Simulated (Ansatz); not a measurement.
**5 guesses for BeZn2Te3 and where they end**

Computed with Ansatz, DFT PBE, scalar-relativistic, plane waves, PAW. All cells share a 420 eV cutoff and Γ-centred k meshes spaced at most about 0.3 Å⁻¹ (about 0.25 or finer for metals, 2π included). No spin polarisation in the final relaxations.

Each guess was relaxed in cell and atoms at zero pressure, within the symmetry of its start. These are static total energies at zero pressure. Coordination counts Te atoms around Be and Zn (those within 1.25 times the shortest such distance or 1.15 times the sum of covalent radii; a plus sign parts nearer from farther groups; the shortest distance is added where it is long for a bond; a slash parts the counts of unlike sites).

| guess | made from | start group | V start (Å³/atom) | end group | V end (Å³/atom) | coordination at the end | gap on mesh (eV) | E over the lowest end (meV/atom) |
| --- | --- | --- | --- | --- | --- | --- | --- | --- |
| 1 | Zr2As3S type | P4mm | 20.8 | P4mm | 28.9 | Be 4, Zn 1+4/4+4 from 3.4 Å | 0 | 0 |
| 2 | random cell | P-62m | 22.5 | ? | ? | ? | ? | ? |
| 3 | CeGa3Pd2 type | P6/mmm | 21.6 | P6/mmm | 28.6 | Be 12 from 4.1 Å, Zn 6 | 0 | 414 |
| 4 | random cell | P4/mmm | 27.6 | P4/mmm | 29.7 | Be 2 from 2.9 Å, Zn 4 | 0 | 224 |
| 5 | random cell | P6/mmm | 26.7 | P6/mmm | 28.4 | Be 6 from 3.5 Å, Zn 6 | 0 | 365 |

Guess 2 as it starts:

```cif
data_structure
_symmetry_space_group_name_H-M 'P-62m'
_symmetry_Int_Tables_number 189
_cell_length_a 4.3569
_cell_length_b 4.3569
_cell_length_c 8.1956
_cell_angle_alpha 90.000
_cell_angle_beta 90.000
_cell_angle_gamma 120.000
_cell_volume 134.73
loop_
_atom_site_label
_atom_site_type_symbol
_atom_site_symmetry_multiplicity
_atom_site_Wyckoff_symbol
_atom_site_fract_x
_atom_site_fract_y
_atom_site_fract_z
_atom_site_occupancy
Be1 Be 1 a 0.00000 0.00000 0.00000 1
Zn1 Zn 2 e 0.00000 0.00000 0.25335 1
Te1 Te 3 f 0.62683 0.00000 0.00000 1
```

Question: Fill in the missing row: what does this guess relax into, and where does it rank?

Answer: It ends in space group P-62m (No. 189), with a = 6.299 Å, c = 6.804 Å, 39.0 Å³/atom and no gap. It lies 13 meV/atom over the lowest end, above guess 1 and below guess 4. Counting Te atoms around Be and Zn, this end has Be 3, Zn 3 from 3.2 Å and the lowest (guess 1) has Be 4, Zn 1+4/4+4 from 3.4 Å.

```
Be Zn Te
1.0
     6.29871    0.00000    0.00000
    -3.14935    5.45484    0.00000
     0.00000    0.00000    6.80381
Be Zn Te
1 2 3
Cartesian
  0.0000 0.0000 0.0000
  0.0000 0.0000 2.2150
  0.0000 0.0000 4.5888
  3.9668 0.0000 0.0000
  -1.9834 3.4354 0.0000
  1.1659 2.0195 0.0000
```

Formation energies are uncorrected and refer to the elements' standard structures at the same level.

Question: Is the lowest end bound against the elements?

Answer: No: its formation energy is +0.23 eV/atom. It can't be a ground state, since the elements alone are lower.

For metals, differences of a few meV/atom aren't resolved. Weakly bound directions are ill-defined at this level, which has no dispersion term (P4mm), and this can change margins and order among such cells. Spin–orbit coupling, which can matter for Te, is left out. The reference form of Te is held partly by dispersion forces, which this level lacks. Cells relaxed within their symmetry can be saddle points. A lower structure may well exist outside this small set. Some structure types and database cells were kept out of the candidates from the start, so a known form may be missing.
